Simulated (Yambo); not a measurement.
BeS (zinc blende, space group F-43m, No. 216); a = b = c = 3.3913 Å, α = β = γ = 60.00°. With the G0W0 scissor the direct gap on the mesh is 7.59 eV.

Q: Does this run resolve the lowest exciton, and if so, what are its energy and binding? (Yambo, LDA bands; 10×10×10 mesh, 3 valence and 4 conduction bands, static screening with 15 bands and a 4 Ry block, scissor 2.08 eV, Tamm-Dancoff.)

A: No. The lowest state covers only about 6 of the 1000 k points, so the mesh doesn't resolve it: its energy and its distance from the direct gap are mesh artefacts. An extended exciton needs a far denser mesh. The scissor comes from a G0W0 run whose convergence isn't established. 

Geometry relaxed with LDA.
